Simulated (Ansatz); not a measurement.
## Property card for C

C:
```
CELL_PARAMETERS angstrom
      1.25655     0.72547    14.44725
     -1.25655     0.72547    14.44725
      0.00000    -1.45094    14.44725
ATOMIC_POSITIONS crystal
  C  0.91046 0.91046 0.91046
  C  0.94659 0.94659 0.94659
  C  0.29186 0.29186 0.29186
  C  0.32740 0.32740 0.32740
  C  0.67260 0.67260 0.67260
  C  0.70814 0.70814 0.70814
  C  0.05341 0.05341 0.05341
  C  0.08954 0.08954 0.08954
  C  0.76814 0.76814 0.76814
  C  0.80368 0.80368 0.80368
  C  0.48222 0.48222 0.48222
  C  0.51778 0.51778 0.51778
  C  0.19632 0.19632 0.19632
  C  0.23186 0.23186 0.23186
```

Space group R-3m (No. 166); conventional cell a = 2.5131 Å, b = 2.5131 Å, c = 43.3418 Å, α = 90.00°, β = 90.00°, γ = 120.00°.

Method: DFT-r²SCAN in the program Ansatz with PAW potentials. Structure relaxed to zero pressure with the same functional. Other levels are named where they apply.

Cell and energy:

```yaml
volume_per_atom: 5.64 Å³
density: 3.53 g/cm³
```

Electronic structure:

```yaml
band_gap: 4.64 eV (indirect)
valence_band_maximum: at Γ
conduction_band_minimum: on the F–Γ line, 27 % of the way from F (6 equivalent valleys)
smallest_direct_gap_on_the_standard_path: 5.71 eV
electron_effective_mass: 0.24, 0.67, 1.5 mₑ (principal values)
Hole effective mass, band 1 of 2 at the edge: 0.75 along x, 0.65 along z (mₑ)
Hole effective mass, band 2 of 2 at the edge: 0.26 along x, 0.65 along z (mₑ)
HSE06 gap on the r²SCAN cell: 5.58 eV
```

Mechanics:

```yaml
Bulk modulus (Birch–Murnaghan fit): 451 GPa
Pressure derivative B′: 3.7
```

The start of the workflow was typed in or built on a structure type; the Crystallography Open Database files this formula in space group No. 166, but the cells were not matched. It is not the phase usual at ambient conditions (space group No. 194, 227). The r²SCAN relaxation kept the symmetry of its start; whether a distortion lowers the energy is not shown.

Potentials: the later of the program's two PAW sets.
